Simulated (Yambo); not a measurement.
**Optical response of KCl at +1 % isotropic strain**

```
CELL_PARAMETERS angstrom
      0.00000     3.15212     3.15212
      3.15212     0.00000     3.15212
      3.15212     3.15212     0.00000
ATOMIC_POSITIONS crystal
  Cl 0.50000 0.50000 0.50000
  K  0.00000 0.00000 0.00000
```

Yambo, RPA with local fields on PBEsol bands shifted by a G0W0 scissor of 3.13 eV; 10×10×10 mesh, 42 bands, 4 Ry local-field block, 0.2 eV broadening; field along x.

| E (eV) | Im ε | Re ε | Im ε, independent particles |
|---|---|---|---|
| 0.0 | 0.00 | 1.95 | 0.00 |
| 0.5 | 0.00 | 1.95 | 0.00 |
| 1.0 | 0.00 | 1.96 | 0.00 |
| 1.5 | 0.00 | 1.96 | 0.00 |
| 2.0 | 0.00 | 1.97 | 0.01 |
| 2.5 | 0.01 | 1.98 | 0.01 |
| 3.0 | 0.01 | 2.00 | 0.01 |
| 3.5 | 0.01 | 2.02 | 0.01 |
| 4.0 | 0.01 | 2.04 | 0.01 |
| 4.5 | 0.01 | 2.07 | 0.02 |
| 5.0 | 0.02 | 2.11 | 0.02 |
| 5.5 | 0.02 | 2.15 | 0.03 |
| 6.0 | 0.02 | 2.20 | 0.03 |
| 6.5 | 0.03 | 2.27 | 0.04 |
| 7.0 | 0.04 | 2.36 | 0.06 |
| 7.5 | 0.06 | 2.48 | 0.08 |
| 8.0 | 0.13 | 2.69 | 0.17 |
| 8.5 | 0.42 | 2.81 | 0.49 |
| 9.0 | 0.66 | 2.89 | 0.79 |
| 9.5 | 0.80 | 3.05 | 1.03 |
| 10.0 | 1.17 | 3.00 | 1.73 |
| 10.5 | 1.86 | 2.88 | 2.88 |
| 11.0 | 2.52 | 2.27 | 3.54 |
| 11.5 | 1.89 | 1.45 | 2.51 |
| 12.0 | 1.35 | 1.34 | 1.89 |
| 12.5 | 0.96 | 1.70 | 1.83 |
| 13.0 | 1.34 | 2.17 | 3.17 |
| 13.5 | 2.08 | 1.92 | 3.56 |
| 14.0 | 2.26 | 1.24 | 2.80 |
| 14.5 | 1.97 | 0.54 | 1.73 |
| 15.0 | 1.25 | 0.24 | 1.01 |
| 15.5 | 0.90 | 0.49 | 0.90 |
| 16.0 | 0.79 | 0.61 | 0.92 |
| 16.5 | 0.77 | 0.75 | 0.99 |
| 17.0 | 0.62 | 0.63 | 0.78 |
| 17.5 | 0.38 | 0.74 | 0.57 |
| 18.0 | 0.26 | 1.04 | 0.75 |
| 18.5 | 0.36 | 1.30 | 1.74 |
| 19.0 | 0.58 | 1.50 | 1.77 |
| 19.5 | 0.80 | 1.41 | 1.05 |
| 20.0 | 0.99 | 1.43 | 0.78 |

Structure narrower than a few tenths of an eV can come from the finite k mesh. Convergence of the RPA response with its 10×10×10 mesh was not tested. The scissor comes from a G0W0 run whose convergence isn't established. No excitonic effects at this level.

Geometry strained from the cell relaxed with PBEsol, atoms relaxed again.
